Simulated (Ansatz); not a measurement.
**Moments of MoSe against volume**

Theory: DFT PBE+U, scalar-relativistic, plane waves, PAW (Ansatz 0.2.0).

```cif
data_structure
_symmetry_space_group_name_H-M 'P 1'
_symmetry_Int_Tables_number 1
_cell_length_a 4.0502
_cell_length_b 7.0152
_cell_length_c 8.1004
_cell_angle_alpha 30.000
_cell_angle_beta 60.000
_cell_angle_gamma 54.736
_cell_volume 93.96
loop_
_atom_site_label
_atom_site_type_symbol
_atom_site_fract_x
_atom_site_fract_y
_atom_site_fract_z
_atom_site_occupancy
Mo1 Mo 0.00000 0.00000 0.00000 1
Se1 Se 0.50000 0.50000 0.00000 1
Mo2 Mo 0.00000 0.00000 0.50000 1
Se2 Se 0.50000 0.50000 0.50000 1
```

| Quantity | Value |
| --- | --- |
| plane-wave cutoff | 420 eV |
| Γ-centred k-mesh | 12×12×6 |
| occupation rule | Gaussian smearing, 0.1 eV |
| U_eff on Löwdin-orthogonalised atomic d orbitals | Mo 4.38 eV |
| list of starting moments (μB, in atom order) | 2 0 -2 0 |
| check for lower electronic states after the SCF | on |

The cell is scaled evenly at fixed fractional positions, V₀ being the volume of the cell shown; start: antiferromagnetic, doubled cell, propagation vector (0, 1/2, 1/2). The states are those that the runs reached from these starts; a lower one can exist. Energies are extrapolated to zero smearing.

Site moments are spin moments in atom-centred spheres that scale with the neighbour distance.

```csv
V/V₀,E above lowest (meV/atom),P (GPa),cell moment (μB),site moments (μB)
0.800,231.2,21.3,0.00,"Mo +2.93, Mo -2.93"
0.860,?,?,?,?
0.920,18.0,4.8,0.00,"Mo +3.19, Mo -3.19"
0.960,0.1,1.4,0.00,"Mo +3.26, Se +0.06, Mo -3.26"
1.000,0.0,-1.3,0.00,"Mo +3.33, Se +0.07, Mo -3.33"
1.040,14.1,-3.4,0.00,"Mo +3.39, Se +0.08, Mo -3.39"
1.100,55.6,-5.8,0.00,"Mo +3.48, Se +0.10, Mo -3.48"
1.180,?,?,?,?
```

**Question.** Fill in the withheld rows.

**Answer.** The withheld rows:

```json
{"V/V₀": "0.860", "E above lowest (meV/atom)": "88.7", "P (GPa)": "11.7", "cell moment (μB)": "0.00", "site moments (μB)": "Mo +3.07, Mo -3.07"}
{"V/V₀": "1.180", "E above lowest (meV/atom)": "137.2", "P (GPa)": "-7.9", "cell moment (μB)": "0.00", "site moments (μB)": "Mo +3.59, Se +0.12, Mo -3.59"}
```

Cost: 8 runs of about 12 core-minutes in all, on Intel Xeon Processor @ 2.50GHz (Skylake/Cascade Lake) (shared hosts).